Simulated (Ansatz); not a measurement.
KCl:
Space group Fm-3m (No. 225); a = 6.3816 Å, b = 6.3816 Å, c = 6.3816 Å, α = 90.00°, β = 90.00°, γ = 90.00°

| atom | site | symmetry | x | y | z |
|---|---|---|---|---|---|
| K | 4a | m-3m | 0.0000 | 0.0000 | 0.0000 |
| Cl | 4b | m-3m | 0.5000 | 0.5000 | 0.5000 |
(The calculation used a cell of 2 atoms; values per cell refer to that cell.)

Relaxed with PBE. Independent-particle spectrum: no excitons, no local fields, no scissors shift; 0.1 eV broadening; ε₁ of the summed bands alone.

### Question
Tabulate the dielectric function from PBE (plane waves, PAW; program Ansatz).

### Answer


```csv
E (eV),ε₁ xx,ε₂ xx
0.0,2.48,0.00
0.5,2.49,0.00
1.0,2.50,0.00
1.5,2.52,0.00
2.0,2.56,0.00
2.5,2.60,0.00
3.0,2.66,0.00
3.5,2.74,0.00
4.0,2.86,0.00
4.5,3.03,0.00
5.0,3.40,0.04
5.5,3.54,0.47
6.0,3.62,0.67
6.5,3.91,0.84
7.0,4.46,1.91
7.5,4.00,3.06
8.0,1.39,3.99
8.5,1.28,2.46
9.0,1.63,1.27
9.5,3.32,1.75
10.0,2.36,4.36
10.5,0.14,3.74
11.0,-0.74,2.23
11.5,-0.34,1.04
12.0,0.55,0.71
```

### Question
From ε at 5.3 eV (xx: 3.53 + 0.36i), find n, k, the normal reflectivity and the absorption coefficient.

### Answer
n = 1.88, k = 0.096, R = 9 %, α = 2kE/ħc = 52000 cm⁻¹.

With all bands, ε∞ without local fields is 2.52. DFPT, with local fields, gives 2.28.

The cell was relaxed with PBE under the symmetry of its start; phonons on a q-mesh show no instability.

Potentials: the later of the program's two PAW sets.
